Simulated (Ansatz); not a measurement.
# CaMg: clamped-ion strain scan

Theory: DFT LDA, scalar-relativistic, plane waves, PAW (Ansatz 0.2.0). Settings: plane waves to 420 eV, k-mesh 12×12×12 (Γ-centred), Gaussian smearing 0.15 eV. No spin polarisation. Energies are free energies at this smearing, counted from the undisturbed cell; pressure is positive in compression.

Zero of the scan (as given, not relaxed at this level; it stands at -2.1 GPa, and it needn't be the usual structure):

```
CELL_PARAMETERS angstrom
4.02737 0.00000 0.00000
0.00000 4.02737 0.00000
0.00000 0.00000 3.86162
ATOMIC_POSITIONS crystal
Ca 0.00000 0.00000 0.50000
Mg 0.50000 0.50000 0.00000
```

The cell is strained by ε times the Voigt pattern (1, 1, 0, 0, 0, 0) (xx, yy, zz, yz, xz, xy; engineering shear) with fractional coordinates fixed. The cell is metallic on the mesh throughout.

```
      ε  ΔE (meV/atom) stress summed along the pattern (GPa, tension positive) pressure (GPa)
-0.1000           25.4                                                    -9.29             4.5
-0.0750              ?                                                        ?             2.3
-0.0500          -18.4                                                    -1.04             0.5
-0.0250              ?                                                        ?            -1.0
 0.0000            0.0                                                     4.49            -2.1
 0.0250           27.4                                                     6.51            -3.0
 0.0500           64.6                                                     8.09            -3.7
 0.0750              ?                                                        ?            -4.2
 0.0875          135.1                                                     9.77            -4.4
 0.1000          161.7                                                    10.17            -4.6
```

(1) Give the withheld values.

Results:

(1) ΔE (meV/atom) at ε = -0.0750: -5.5; stress summed along the pattern (GPa, tension positive) at ε = -0.0750: -4.75; ΔE (meV/atom) at ε = -0.0250: -15.9; stress summed along the pattern (GPa, tension positive) at ε = -0.0250: 2.00; ΔE (meV/atom) at ε = 0.0750: 109.9; stress summed along the pattern (GPa, tension positive) at ε = 0.0750: 9.29.